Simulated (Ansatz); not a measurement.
Relaxed-ion elastic tensor of YPt₃ (Cu3Au type, Pm-3m) in GPa (Voigt order), PBEsol (plane waves, PAW; program Ansatz); density 16.70 g/cm³, 16.75 Å³ per atom.

|  | 1 | 2 | 3 | 4 | 5 | 6 |
|---|---|---|---|---|---|---|
| 1 | 282 | 154 | 154 | 0.0 | 0.0 | 0.0 |
| 2 | 154 | 282 | 154 | 0.0 | 0.0 | 0.0 |
| 3 | 154 | 154 | 282 | 0.0 | 0.0 | 0.0 |
| 4 | 0.0 | 0.0 | 0.0 | 105 | 0.0 | 0.0 |
| 5 | 0.0 | 0.0 | 0.0 | 0.0 | 105 | 0.0 |
| 6 | 0.0 | 0.0 | 0.0 | 0.0 | 0.0 | 105 |

**Question.** Is the crystal mechanically stable?

**Answer.** Yes: the smallest eigenvalue of C is 105 GPa.

**Question.** Work out the Voigt, Reuss and Hill averages.

**Answer.** K_V = 197, K_R = 197, K_H = 197; G_V = 88.9, G_R = 83.9, G_H = 86.4 GPa.

**Question.** Give Young's modulus, Poisson's ratio, Pugh's ratio and the universal anisotropy index.

**Answer.** E = 9KG/(3K + G) = 226 GPa; ν = 0.31; K/G = 2.28 (ductile by the Pugh limit of 1.75); A_U = 5G_V/G_R + K_V/K_R − 6 = 0.30.

**Question.** Estimate the sound speeds and the Debye temperature.

**Answer.** v_l = √((K + 4G/3)/ρ) = 4320 m/s, v_t = √(G/ρ) = 2270 m/s, mean 2540 m/s; Θ = (h/k)(3n/4πV)^(1/3) v_m = 296 K.

**Question.** Give the Zener ratio and Young's modulus along [100], [110] and [111].

**Answer.** A = 2C44/(C11 − C12) = 1.63; 1/E = S11 − 2(S11 − S12 − S44/2)Γ with Γ = 0, 1/4, 1/3 gives 174, 236, 268 GPa.

The workflow started from an entry of the Crystallography Open Database (COD). Whether it is the stable phase at ambient conditions was not checked. Symmetry was held in the PBEsol relaxation; of distortions, only those at the zone centre were tested. No spin polarisation was allowed. As this level gives no gap, shear constants depend on the k-mesh and smearing (Fermi–Dirac, 0.1 eV here). Spin–orbit coupling is left out wherever it is not named.

Potentials: the later of the program's two PAW sets.
